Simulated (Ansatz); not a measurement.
# BeS: computed property card

BeS:
```yaml
crystal:
  lattice:
    - [8.95232, 0.00000, 0.00000]
    - [0.00000, 3.43421, 0.00000]
    - [0.00000, 0.00000, 5.78747]
  atoms:
    - { symbol: Be, position: [0.23829, 0.25000, 0.98723] }
    - { symbol: Be, position: [0.26171, 0.75000, 0.48723] }
    - { symbol: Be, position: [0.76171, 0.75000, 0.01277] }
    - { symbol: Be, position: [0.73829, 0.25000, 0.51277] }
    - { symbol: S, position: [0.80107, 0.25000, 0.84432] }
    - { symbol: S, position: [0.69893, 0.75000, 0.34432] }
    - { symbol: S, position: [0.19893, 0.75000, 0.15568] }
    - { symbol: S, position: [0.30107, 0.25000, 0.65568] }
```

Space group Pnma (No. 62); conventional cell a = 8.9523 Å, b = 3.4342 Å, c = 5.7875 Å, α = 90.00°, β = 90.00°, γ = 90.00°.

Method: the program Ansatz at the PBE level (PAW). Structure relaxed to zero pressure with the same functional. Other levels are named where they apply.

Cell and energy:

- Volume per atom = 22.24 Å³
- Density = 1.53 g/cm³
- Formation energy from the elements (no fitted shifts) = -0.87 eV/atom

Electronic structure:

Band gap: 4.32 eV (indirect)
Valence-band maximum: on the Y–Γ line, 12 % of the way from Y (k = 0.000, 0.438, 0.000 in fractions of the reciprocal vectors)
Conduction-band minimum: off the standard path, at k = (0.000, 0.484, 0.271) in fractions of the reciprocal vectors
Smallest direct gap on the standard path: 4.36 eV
Electron effective mass: 0.42, 1.3, 1.5 mₑ (principal values)
Hole effective mass: 1.2, 4.4, 13 mₑ (principal values)

Mechanics:

* **Bulk modulus (Birch–Murnaghan fit)**: 2.1 GPa
* **Pressure derivative B′**: 12.3

A made-up cell: these elements were put on the sites of a structure type; neither database checked (COD, Materials Project) lists it. COD files the formula under space group No. 216. Its standing as an ambient phase is unchecked. The cell was relaxed with PBE under the symmetry of its start; its stability against distortions is not shown here. A crystal of weakly bound layers computed without a dispersion correction: the cell and the soft elastic constants depend strongly on that. The references are the lowest solids computed at this level, not always the standard phases.

Potentials: the later of the program's two PAW sets.
